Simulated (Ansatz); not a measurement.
# InGa₂N₃: do energies and stresses tell the same story?

Level of theory: Ansatz 0.2.0, DFT PBE, scalar-relativistic, plane waves, PAW.

Plane waves to 420 eV, a k mesh through Γ of 6×6×6 on the computed 12-atom cell and Gaussian smearing (0.02 eV); no spin polarisation.

Relaxed cell: Cmc2_1, a = 10.021 Å, b = 5.780 Å, c = 5.398 Å, α = 90.00°, β = 90.00°, γ = 90.00°, 12 atoms in the primitive cell. Whether it is the stable form of this composition wasn't checked.

Energies at zero smearing and pressures from the stress tensor, at volumes with shape and atoms relaxed:
```json
{"V (Å³/atom)": "12.247", "E − E(first) (meV/atom)": "0.00", "P (GPa)": "10.94"}
{"V (Å³/atom)": "12.638", "E − E(first) (meV/atom)": "-19.28", "P (GPa)": "5.03"}
{"V (Å³/atom)": "13.028", "E − E(first) (meV/atom)": "-25.23", "P (GPa)": "0.00"}
{"V (Å³/atom)": "13.419", "E − E(first) (meV/atom)": "-19.92", "P (GPa)": "-4.25"}
{"V (Å³/atom)": "13.810", "E − E(first) (meV/atom)": "-5.07", "P (GPa)": "-7.84"}
```

Task: Check P = −dE/dV between neighbouring volumes, and get the bulk modulus from the pressures alone.

Result: With 1 eV/Å³ = 160.2 GPa:
```json
{"middle V (Å³/atom)": "12.442", "−ΔE/ΔV (GPa)": "7.903", "mean P (GPa)": "7.985"}
{"middle V (Å³/atom)": "12.833", "−ΔE/ΔV (GPa)": "2.439", "mean P (GPa)": "2.516"}
{"middle V (Å³/atom)": "13.224", "−ΔE/ΔV (GPa)": "-2.175", "mean P (GPa)": "-2.121"}
{"middle V (Å³/atom)": "13.615", "−ΔE/ΔV (GPa)": "-6.089", "mean P (GPa)": "-6.043"}
```

The two differ by 0.08 GPa at most. The mean of two end pressures misses the average over a step by about ΔV² P″/12, up to 0.08 GPa here; with that taken off 0.01 GPa remains. Around V = 13.028 Å³/atom, the two neighbours give B = −V ΔP/ΔV = 13.028 × 9.27 / 0.782 = 154.6 GPa, against B0 = 153.6 GPa from the Birch–Murnaghan fit of the energies.